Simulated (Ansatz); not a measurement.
CdHgC4Se4N4 — N-14 nuclear quadrupole resonance

Cell: a refined structure from the COD whose atoms were relaxed with PBE, the cell held.

Space group I-4 (No. 82); a = 11.6495, c = 4.5128 Å.

```
site  Wyckoff  site symmetry       x       y       z
  Cd       2a           -4..  0.0000  0.0000  0.0000
  Hg       2d           -4..  0.0000  0.5000  0.7500
   C       8g              1  0.0849  0.7713  0.6130
  Se       8g              1  0.1308  0.6438  0.4192
   N       8g              1  0.0554  0.8551  0.7345
```

One atom of each set is listed; the run and its k-mesh use a cell of 14 atoms with edges of 8.54, 8.54, 8.54 Å.

Method: Kohn–Sham DFT in Ansatz, PBE, plane waves and PAW, scalar-relativistic, 420 eV cutoff, Γ-centred 7×7×7 k-points, Fermi–Dirac smearing 0.02 eV.

N-14: I = 1, Q = 20.44 mb (year-2017 value). Static lattice, zero field.

Task: Predict the zero-field N-14 lines of each site.

Result: For I = 1 the lines are ν± = (3/4)|C_Q|(1 ± η/3) and ν₀ = |C_Q|η/2.

```
site  atoms  V_zz (10²¹ V/m²)  C_Q (MHz)     η  line frequencies (MHz)
   N      4             -2.94      -1.45  0.56      0.407, 0.886, 1.29
```

At N V_zz points along the shorter of its two bonds, to C (within 3°).

Without spin–orbit coupling (the program notes it for Cd) the gradients are little affected as a rule: paired runs on crystals with a gap mostly move them by under 2 % at such atoms. The database entry as given showed forces above 3 eV/Å or a pressure above 30 GPa, though relaxing it moves no atom far.

The relaxation (6 steps) took 11 min of wall time (11 min of CPU time) and 1.5 GiB at its peak, on 1 thread of Arm Neoverse V2 (aarch64; 28 cores open to the job, memory cap 3.0 GiB, no GPU), a shared host with a load of 0.9 a core.
